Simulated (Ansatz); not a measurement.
Mg2ZnO3:
```
CELL_PARAMETERS angstrom
      2.99675     0.00000     0.00000
     -1.49838     2.59526     0.00000
      0.00000     0.00000     7.30680
ATOMIC_POSITIONS crystal
  Mg 0.33333 0.66667 0.66632
  Mg 0.66667 0.33333 0.33368
  Zn 0.00000 0.00000 0.00000
  O  0.33333 0.66667 0.17118
  O  0.66667 0.33333 0.82882
  O  0.00000 0.00000 0.50000
```

Relaxed with PBEsol. Special points in fractions of this cell's reciprocal vectors: Γ (0.000, 0.000, 0.000); M (0.500, 0.000, 0.000); K (0.333, 0.333, 0.000); A (0.000, 0.000, 0.500); L (0.500, 0.000, 0.500); H (0.333, 0.333, 0.500).

**Question.** List the band energies nearest the valence-band maximum at these points for the program Ansatz at the PBEsol level (PAW).

**Answer.** In eV from the valence-band maximum; about four levels below and three above (degenerate sets whole), none deeper than 8.9 eV; points with the same levels are listed once.

| k | below | above |
|---|---|---|
| Γ | -0.52 -0.52 -0.08 -0.08 | 3.06 6.37 6.71 |
| M | -1.79 -1.28 -0.73 -0.36 | 6.69 7.50 8.59 |
| K | -2.75 -2.75 -1.46 -0.64 -0.64 | 7.80 9.23 9.23 |
| A | -0.79 -0.79 0.00 0.00 | 4.17 5.33 6.85 |
| L | -1.91 -1.44 -0.28 -0.25 | 6.71 6.92 9.02 |
| H | -2.34 -2.34 -1.76 -0.89 -0.89 | 7.89 9.51 9.51 |

Space group P-3m1. The workflow started from a Materials Project entry (that database holds measured and hypothetical structures alike); the Crystallography Open Database copy checked does not list it. With Mg and Zn taken as one species the cell has the higher symmetry Fm-3m, so it may be an ordered model of a mixed-site phase. Whether it is the stable phase at ambient conditions was not checked. The cell was relaxed with PBEsol under the symmetry of its start; of distortions, only those at the zone centre were tested.

Potentials: the later of the program's two PAW sets.
